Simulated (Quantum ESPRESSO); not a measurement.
Band energies of Cs2NaYF6

```
CELL_PARAMETERS angstrom
      0.00000     4.60070     4.60070
      4.60070     0.00000     4.60070
      4.60070     4.60070     0.00000
ATOMIC_POSITIONS crystal
  F  0.76072 0.76072 0.23928
  F  0.23928 0.23928 0.76072
  F  0.23928 0.76072 0.76072
  F  0.76072 0.23928 0.23928
  F  0.76072 0.23928 0.76072
  F  0.23928 0.76072 0.23928
  Na 0.50000 0.50000 0.50000
  Y  0.00000 0.00000 0.00000
  Cs 0.25000 0.25000 0.25000
  Cs 0.75000 0.75000 0.75000
```

norm-conserving LDA (Quantum ESPRESSO, 88 Ry, without SOC); path ΓXWKΓLUWLK,UX; energies in eV from the valence-band maximum.

```
k (1/Å)  point  band 36  band 37  band 38  band 39  band 40  band 41  band 42  band 43
-------  -----  -------  -------  -------  -------  -------  -------  -------  -------
0.00         Γ    -0.09    -0.09     0.00     0.00     0.00     6.54     8.01     8.01
0.23              -0.14    -0.14    -0.04    -0.04     0.00     6.94     8.02     8.02
0.46              -0.22    -0.22    -0.14    -0.14    -0.01     7.80     8.12     8.12
0.68         X    -0.26    -0.26    -0.21    -0.21    -0.01     8.17     8.20     8.20
0.68         W    -0.34    -0.29    -0.28    -0.08    -0.08     8.17     8.17     8.20
0.92         K    -0.27    -0.24    -0.21    -0.19    -0.04     8.13     8.18     8.20
1.11              -0.31    -0.23    -0.13    -0.12    -0.08     8.00     8.14     8.18
1.29              -0.21    -0.18    -0.07    -0.06    -0.06     7.46     8.02     8.08
1.47              -0.12    -0.11    -0.03    -0.02    -0.02     6.80     8.00     8.01
1.65         Γ    -0.09    -0.09     0.00     0.00     0.00     6.54     8.01     8.01
1.85              -0.12    -0.12    -0.02    -0.02    -0.02     6.85     8.01     8.02
2.04              -0.16    -0.16    -0.08    -0.08    -0.08     7.61     8.04     8.04
2.24         L    -0.17    -0.17    -0.12    -0.12    -0.12     8.06     8.06     8.19
2.45              -0.27    -0.21    -0.15    -0.13    -0.08     8.06     8.12     8.20
2.66         U    -0.27    -0.24    -0.21    -0.19    -0.04     8.13     8.18     8.20
2.66         W    -0.34    -0.29    -0.28    -0.08    -0.08     8.17     8.17     8.20
2.78              -0.32    -0.26    -0.24    -0.09    -0.09     8.13     8.16     8.20
2.90              -0.29    -0.23    -0.18    -0.09    -0.09     8.07     8.13     8.20
3.02              -0.21    -0.19    -0.14    -0.11    -0.11     8.05     8.08     8.19
3.14         L    -0.17    -0.17    -0.12    -0.12    -0.12     8.06     8.06     8.19
3.28              -0.22    -0.20    -0.13    -0.12    -0.09     8.05     8.09     8.19
3.42              -0.29    -0.23    -0.17    -0.15    -0.06     8.08     8.15     8.20
3.56         K    -0.27    -0.24    -0.21    -0.19    -0.04     8.13     8.18     8.20
3.56         U    -0.27    -0.24    -0.21    -0.19    -0.04     8.13     8.18     8.20
3.68              -0.25    -0.25    -0.23    -0.22    -0.02     8.16     8.20     8.20
3.80         X    -0.26    -0.26    -0.21    -0.21    -0.01     8.17     8.20     8.20
```

The LDA gap is direct, 6.54 eV at Γ. Another valence extremum on the path lies within 0.02 eV, too close to call.

Geometry of the Materials Project entry, not relaxed at this level.
